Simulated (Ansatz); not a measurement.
Consider the following.

ZnCu:
```
CELL_PARAMETERS angstrom
      0.00000     2.91036     2.91036
      2.91036     0.00000     2.91036
      2.91036     2.91036     0.00000
ATOMIC_POSITIONS crystal
  Cu 0.00000 0.00000 0.00000
  Cu 0.25000 0.25000 0.25000
  Zn 0.50000 0.50000 0.50000
  Zn 0.75000 0.75000 0.75000
```

This is the PBEsol-relaxed structure.

Problem. All from PBEsol (plane waves, PAW; program Ansatz), unless another level is named. Estimate the bulk modulus (Birch–Murnaghan fit).

Solution. 1350 kbar.

Problem. What about the highest zone-centre frequency?

Solution. 214 cm^-1.

Space group Fd-3m. The start of the workflow was typed in or built on a structure type; neither database checked (COD, Materials Project) lists it. It is not the phase usual at ambient conditions (space group No. 221). The cell was relaxed with PBEsol under the symmetry of its start; whether a distortion lowers the energy is not shown. No spin polarisation was allowed. As this level gives no gap, phonon frequencies hold no LO–TO term and depend on the k-mesh and smearing (Fermi–Dirac, 0.1 eV here).

Potentials: the earlier of the program's two PAW sets. The files were generated under PBE; for other functionals the program regenerates the frozen cores, and for LDA and PBEsol the local potential too.
